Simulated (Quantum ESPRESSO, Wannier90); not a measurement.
**GeSe (Pnma), plane waves to Wannier functions**

```
begin unit_cell_cart
ang
   11.2560300000    0.0000000000    0.0000000000
    0.0000000000    3.7871900000    0.0000000000
    0.0000000000    0.0000000000    4.6643600000
end unit_cell_cart
begin atoms_frac
Ge   0.1291000000  0.2500000000  0.1190000000
Ge  -0.1291000000 -0.2500000000 -0.1190000000
Ge   0.3709000000 -0.2500000000 -0.3810000000
Ge  -0.3709000000  0.2500000000  0.3810000000
Se  -0.1507200000  0.2500000000 -0.4845300000
Se   0.1507200000 -0.2500000000  0.4845300000
Se  -0.3492800000 -0.2500000000  0.0154700000
Se   0.3492800000  0.2500000000 -0.0154700000
end atoms_frac
```

Materials Project entry mp-700; symmetrised, unrelaxed at this level. COD (Crystallography Open Database) has an entry of this formula and space group (matched by these alone). Method: LDA plane waves in Quantum ESPRESSO 7.5 (PseudoDojo norm-conserving files, 69 Ry, no spin polarisation, no spin-orbit coupling), Bloch states on a 4×4×4 mesh through Γ, Wannier90 4.0.1. Density: 4×8×8 mesh, Gaussian smearing 0.01 Ry. The cell is built of weakly bound layers, chains or molecules, whose nearest atoms lie 3.64 Å apart. Database cells relaxed without dispersion often hold them too far apart, which can enlarge gaps and weakens couplings between them; spacing and stacking were not compared with the measured crystal. Spin-orbit coupling, left out, would split the p-like bands by a few tenths of an eV.

Bands 41-60 form an isolated set from -14.41 to 0.00 eV relative to the valence-band maximum (on the path) and are turned into 20 Wannier functions by minimising the spread from the start: SCDM (isolated).

Question: Where do the functions sit, how wide are they and what are they made of?

Answer: 
| functions | spread (Å²) | nearest atom, distance (Å) | second atom, distance (Å) | weight on atomic waves |
|---|---|---|---|---|
| 8 | 2.02 | Se 0.85 | Ge 1.71 | Se 4p 54 %, Ge 4p 26 %, Se 4s 15 % |
| 4 | 2.06 | Se 0.86 | Ge 1.70 | Se 4p 53 %, Ge 4p 25 %, Se 4s 16 % |
| 4 | 2.06 | Se 0.48 | Ge 2.81 | Se 4p 50 %, Se 4s 41 %, Ge 4p 5 % |
| 4 | 2.37 | Ge 0.34 | Se 2.74 | Ge 4s 81 %, Ge 4p 15 % |

Ω_I = 37.79 Å², Ω_total = 42.10 Å²; the interpolated bands follow pw.x to 29 meV rms on the path. It is the lowest total spread that any start reached here.
